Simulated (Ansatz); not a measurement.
# EuF2 (fluorite structure): does the start matter?

**Experimental background.**

From “Antiferromagnetic Order in the Rare Earth Halide Perovskites CsEuBr3 and CsEuCl3”, 2022, arxiv:2207.14330, for a powder of EuF2: Néel temperature 1 K.

The calculation is set against this at the end.

All numbers are calculated (LDA+U, U = 7.0 eV, J = 0.5 eV (Liechtenstein form) on Eu f, fully localised double counting, scalar-relativistic datasets, 420 eV, PAW set soft_2 (made for PBE), 6×6×6 mesh, Gaussian smearing of 0.05 eV) with the plane-wave PAW code Ansatz.

```xyz
6
Lattice="0.0000 2.8980 2.8980 2.8980 0.0000 2.8980 5.7960 5.7960 0.0000" Properties=species:S:1:pos:R:3 pbc="T T T"
Eu    0.0000    0.0000    0.0000
F     1.4490    1.4490    1.4490
F     4.3470    4.3470    4.3470
Eu    2.8980    2.8980    0.0000
F     4.3470    4.3470    1.4490
F     7.2450    7.2450    4.3470
```

The structure type is one reported for this compound, at the reported volume. The cell shown is twice the primitive one, so that more magnetic patterns fit.

Cell and atoms stay fixed, and the cell was started in 6 ways, without spin–orbit coupling. The starts were built for 7 f electrons on Eu, a formal count that the converged states needn't keep. Starting moments of the plain starts: Eu1 7.00; Eu4 -7.00 μB (atoms counted from 1).

Energies count from the lowest free state found; constrained states (a lock kept on the moments, or spin off) can lie above or below free ones. A natural orbital (eigenvector of a shell's occupation matrix) is counted as filled above 0.75 (0.9 in a metal) and as partly filled from 0.35 up to that; ↑ and ↓ are the spin channels.

```csv
state,reached from,ΔE (meV/atom),gap (eV),P (GPa),cell spin moment (μB),site spin moments (μB),shell filling,Hubbard energy (eV/cell),flags
1,"from atoms, symmetry kept, no search; from atoms, default search; typed shells with each spin channel wholly full or empty (7+0 electrons), held for 5 iterations; 3 more",0.0,2.53,-4.0,0.00,"Eu 6.76, -6.76","Eu 7↑ 0↓, 7.01 e; Eu 0↑ 7↓, 7.01 e",0.19,–
```

The lowest free state (state 1) has a gap of 2.53 eV. Its natural occupations are Eu1 spin up: 1.00 1.00 1.00 1.00 1.00 1.00 1.00; Eu1 spin down: 0.00 0.00 0.00 0.00 0.00 0.00 0.01; Eu4 spin up: 0.00 0.00 0.00 0.00 0.00 0.00 0.01; Eu4 spin down: 1.00 1.00 1.00 1.00 1.00 1.00 1.00.

All 6 free starts end within 3 meV/atom of the lowest, so here the result hardly hangs on the start.

Every start opposed the Eu moments, so their parallel order wasn't tried.

Opposed moments on the two ions of this cell turn 6 of the 12 nearest magnetic neighbours at 4.10 Å against each other; some of these neighbours are also nearest neighbours of each other, so no collinear order can turn them all.

In the lowest free state the fixed cell carries a pressure of -4.0 GPa (the cell is larger than this level of theory would relax to); relaxing would change energies and could change the order of close states.

Measured magnetic order: antiferromagnetic, with a Néel temperature of 1 K (powder; quoted in “Antiferromagnetic Order in the Rare Earth Halide Perovskites CsEuBr3 and CsEuCl3”, 2022, arxiv:2207.14330). The lowest state here has opposed moments too, though the pattern run needn't be the measured one.

A still lower state can't be excluded. In the lowest free state the Eu 4f shell holds 7.01 electrons, the count of the divalent ion that the formula's charges ask for. Spin–orbit coupling is left out. U wasn't fitted or computed for this material, so the results show what this U gives and needn't match the real solid. Gaps are Kohn–Sham gaps over the k-mesh alone and may be smaller between its points. Site moments are integrated in small spheres and here fall short of the shell's N↑ − N↓.
